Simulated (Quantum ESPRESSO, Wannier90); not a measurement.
# HfSiO₄ (I4₁/amd): Wannier90 run

```
CELL_PARAMETERS angstrom
     -3.27670     3.27670     2.98224
      3.27670    -3.27670     2.98224
      3.27670     3.27670    -2.98224
ATOMIC_POSITIONS crystal
  Hf 0.00000 0.00000 0.00000
  Hf 0.75000 0.25000 0.50000
  Si 0.25000 0.75000 0.50000
  Si 0.50000 0.50000 0.00000
  O  0.13409 0.31920 0.81489
  O  0.06920 0.75431 0.68511
  O  0.50431 0.31920 0.18511
  O  0.06920 0.38409 0.31489
  O  0.61591 0.93080 0.68511
  O  0.68080 0.86591 0.18511
  O  0.24569 0.93080 0.31489
  O  0.68080 0.49569 0.81489
```

Cell from Materials Project (mp-4609), symmetrised, no further relaxation. COD (Crystallography Open Database) has an entry of this formula and space group (matched by these alone). Computed values, not measurements, from PBEsol: Quantum ESPRESSO (norm-conserving PseudoDojo potentials, cutoff 68 Ry, no spin polarisation, no spin-orbit coupling) on a Γ-centred 4×4×4 mesh, then Wannier90. Density: 8×8×8 mesh, cold smearing 0.01 Ry. Spin-orbit coupling is left out although heavy elements are present.

The plane-wave run has 83 bands and 80 electrons a cell. On the energy scale of pw.x, whose zero is arbitrary, the valence-band maximum lies at 8.19 eV.

Isolated groups of bands, relative to the valence-band maximum (bands from 41 on overlap up to the last one computed):

```tsv
bands	from (eV)	to (eV)	filling	weight on atomic waves
1–2	-60.33	-60.32	filled	Hf 5s 97 %
3–8	-29.16	-28.94	filled	Hf 5p 96 %
9–16	-19.12	-16.47	filled	O 2s 75 %, Si 3p 9 %, Hf 5d 5 %
17–40	-7.78	0.00	filled	O 2p 83 %, Hf 5d 7 %
```

Input w.win, without the blocks of cell, atoms and k-points (64 lines):

```
num_bands = 67
num_wann = 42
exclude_bands = 1-16
num_iter = 1000
conv_tol = 1.0e-6
conv_window = 4
dis_num_iter = 1000
dis_conv_tol = 1.0e-6
dis_froz_max = 20.81
write_hr = true
write_u_matrices = true
begin projections
f=0.00403,0.01056,0.00711: d
f=-0.25613,0.25381,0.50267: d
f=0.24710,-0.25767,0.49034: s;p
f=0.49898,0.50866,0.00026: s;p
f=0.13063,0.31703,-0.19539: p
f=0.06158,-0.24695,-0.32361: p
f=-0.50030,0.31223,0.17460: p
f=0.05935,0.37764,0.30575: p
f=-0.37439,-0.06623,-0.31532: p
f=-0.31284,-0.13170,0.19511: p
f=0.23694,-0.07640,0.31551: p
f=-0.32858,0.49421,-0.19200: p
end projections
mp_grid = 4 4 4
```

wannier90.x stops with:
```
dis_windows: More states in the frozen window than target WFs
```
At some k-point more bands lie below dis_froz_max than there are Wannier functions, and every frozen state has to fit into the subspace. Mended as below, all else unchanged, the run goes through (Ω_I = 36.5 Å²) and follows the plane-wave bands to 15 meV rms (states up to 6.4 eV relative to the valence-band maximum).
```
dis_froz_max = 15.10
```
